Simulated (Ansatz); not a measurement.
One starting cell of CdSe (a generated cell, CdSe built in the zincblende structure type) was relaxed twice with Ansatz (plane waves, PAW, scalar-relativistic): with PBEsol at 420 eV and with PBE at 420 eV. The PBEsol result:

CdSe is modelled in the cubic space group F-43m (No. 216), the zinc blende structure, Pearson symbol cF8. Conventional cell: a = 6.0818 Å, b = 6.0818 Å, c = 6.0818 Å, α = 90.00°, β = 90.00°, γ = 90.00°. Se on 4c has 4 Cd at 2.634 Å (tetrahedral). Cd on 4a is surrounded by 4 Se at 2.634 Å (tetrahedral). (Neighbours: up to the widest gap in distance over summed covalent radii, below 1.35, at either atom; cation-cation and far metal-metal contacts left out.)
(The calculation used a cell of 2 atoms; values per cell refer to that cell.)

| quantity | PBEsol | PBE |
|---|---|---|
| space group | F-43m | F-43m |
| volume (Å³/atom) | 28.12 | (withheld) |
| a (Å) | 6.082 | (withheld) |
| gap (eV, no spin-orbit coupling) | 0.48 | (withheld) |

Task: What does PBE give for the same quantities?

Result: 
- volume (Å³/atom), PBE: 29.74
- a (Å), PBE: 6.196
- gap (eV, no spin-orbit coupling), PBE: 0.49

Both levels end in the same structure; PBE's volume is 5.8 % larger; its gap is the same within 0.05 eV. Neither column is exact.

No spin polarisation in the result.

Measured for CdSe: a 6.077 Å (room temperature; as listed in arXiv:1206.3780); gap 1.77 eV (0 K or low temperature; as listed in arXiv:1206.3780). Computed minus measured — a: PBEsol +0.1 %, PBE +2.0 %; gap: PBEsol -1.29 eV, PBE -1.28 eV. The computed values are for a static lattice, and a measured gap can be an optical one, lowered by exciton binding.

The run could not lose the symmetry of its start; a randomly shaken copy of 2 atoms returns to this structure.

All atoms sit on sites fixed by symmetry, so only the cell could relax.

Ansatz is an electronic-structure program.
